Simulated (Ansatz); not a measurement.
## TiB2: energy along a strain

TiB2, P6/mmm, a = 3.032 Å, c = 3.224 Å. The structure is a COD entry; whether it is the stable form wasn't checked. Ansatz: PBE, PAW, 420 eV, Γ-centred 18×18×14 mesh on 3 atoms, Gaussian smearing 0.15 eV; no spin polarisation. Cell vectors (Å): 3.032 0.000 0.000; -1.516 2.626 0.000; 0.000 0.000 3.224. The cell is strained by x per cent times the pattern (1 1 0 0 0 0) in the order xx yy zz yz xz xy (engineering shears), with fractional coordinates held. y is the free energy over the start, V0 = 8.555 Å³/atom.

| x (%) | y (meV/atom) |
| --- | --- |
| -2.00 | ? |
| -1.50 | 9.03 |
| -1.00 | 3.99 |
| -0.50 | 1.00 |
| 0.00 | 0.00 |
| 0.50 | 0.92 |
| 1.00 | 3.69 |
| 1.50 | 8.25 |
| 1.75 | 11.18 |
| 2.00 | 14.53 |

Task: Fit y = c1 x + c2 x² + c3 x³ to the other rows, get the stiffness along the pattern, and predict the missing energy.

Result: Least squares on the rows shown. y = −0.060415 x + 3.8401 x² − 0.088677 x³. The clamped-ion stiffness p·C·p = 2 × 38.40 eV × 160.2 / 8.555 Å³ = 1438 GPa; c1 is there for the stress left in the start, which by itself gives a slope of -0.06 meV/atom per %. At x = -2.00 the fit asked for gives 16.19 meV/atom. The run gave 16.21 meV/atom, so the fit is 0.02 meV/atom too low, a small miss on the scale of the series.

Cost: 10 runs of about 1.7 core-minutes in all, on Arm Neoverse N1 (shared hosts).